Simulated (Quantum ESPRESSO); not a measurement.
pw.x input (Quantum ESPRESSO 7.5; PBEsol, PseudoDojo standard norm-conserving files, scalar-relativistic):

```
&CONTROL
  calculation = 'scf'
  pseudo_dir = './pseudo'
  outdir = './out'
  tprnfor = .true.
  tstress = .true.
/
&SYSTEM
  ibrav = 0
  nat = 1
  ntyp = 1
  ecutwfc = 70.0
  ecutrho = 280.0
  occupations = 'smearing'
  smearing = 'fd'
  degauss = 0.005
  nbnd = 10
/
&ELECTRONS
  conv_thr = 1e-10
/
ATOMIC_SPECIES
In 114.8180 In.upf
CELL_PARAMETERS angstrom
 -1.694705000000   1.694705000000   2.297370000000
  1.694705000000  -1.694705000000   2.297370000000
  1.694705000000   1.694705000000  -2.297370000000
ATOMIC_POSITIONS crystal
In   0.000000000000   0.000000000000   0.000000000000
K_POINTS automatic
18 18 18 0 0 0
```

End of the output:

```
     total energy              =    -132.59550959 Ry
     estimated scf accuracy    <       0.00000024 Ry
     total energy              =    -132.59550970 Ry
     estimated scf accuracy    <          5.2E-09 Ry
     total energy              =    -132.59550971 Ry
     estimated scf accuracy    <          3.6E-10 Ry
[...]
     the Fermi energy is    10.2611 ev
!    total energy              =    -132.59550971 Ry
     estimated scf accuracy    <          8.3E-11 Ry
     smearing contrib. (-TS)   =      -0.00049793 Ry
     internal energy E=F+TS    =    -132.59501178 Ry
     The total energy is F=E-TS. E is the sum of the following terms:
     one-electron contribution =     -33.76457416 Ry
     hartree contribution      =      27.56183595 Ry
     xc contribution           =     -39.63777758 Ry
     ewald contribution        =     -86.75449599 Ry
     convergence has been achieved in   7 iterations
     Forces acting on atoms (cartesian axes, Ry/au):
     atom    1 type  1   force =     0.00000000    0.00000000    0.00000000
     Total force =     0.000000     Total SCF correction =     0.000000
     Computing stress (Cartesian axis) and pressure
          total   stress  (Ry/bohr**3)                   (kbar)     P=      -13.05
  -0.00009631   0.00000000   0.00000000          -14.17        0.00        0.00
   0.00000000  -0.00009631   0.00000000            0.00      -14.17        0.00
   0.00000000   0.00000000  -0.00007343            0.00        0.00      -10.80
```

Spin-orbit coupling is not included.

Geometry of the Materials Project entry, not relaxed at this level.
